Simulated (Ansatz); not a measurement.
MoS2:
```
MoS2
1.0
    0.00000     2.93269     2.93269
    2.93269     0.00000     2.93269
    2.93269     2.93269     0.00000
Mo S
1 2
Direct
  0.00000   0.00000   0.00000
  0.25000   0.25000   0.25000
  0.75000   0.75000   0.75000
```

Relaxed with r²SCAN. Special points in fractions of this cell's reciprocal vectors: Γ (0.000, 0.000, 0.000); X (0.500, 0.000, 0.500); U (0.625, 0.250, 0.625); K (0.375, 0.375, 0.750); L (0.500, 0.500, 0.500); W (0.500, 0.250, 0.750).

**Question.** List the band energies nearest the Fermi level at these points for DFT-r²SCAN in the program Ansatz with PAW potentials.

**Answer.** In eV from the Fermi level; about four levels below and three above (degenerate sets whole), none deeper than 8.9 eV; points with the same levels are listed once.

```csv
k,below,above
Γ,-0.99 -0.99 -0.63 -0.63 -0.63,4.39 4.39 4.39
X,-5.36 -5.36 -2.66 -2.66 -0.65,0.07 0.89 1.87
U,-5.10 -3.42 -2.45 -0.14,0.12 0.22 1.99
L,-3.16 -3.16 -0.48 -0.48,1.73 4.09 4.09
W,-3.97 -3.97 -2.59 -0.10,0.43 0.51 2.14 2.14
```

Space group Fm-3m (fluorite). A made-up cell: these elements were put on the sites of a structure type; neither database checked (COD, Materials Project) lists it. It is not the phase usual at ambient conditions (space group No. 160, 194). Symmetry was held in the r²SCAN relaxation; whether a distortion lowers the energy is not shown. The run is not spin-polarised. Spin–orbit coupling is left out wherever it is not named.

Potentials: the earlier of the program's two PAW sets.
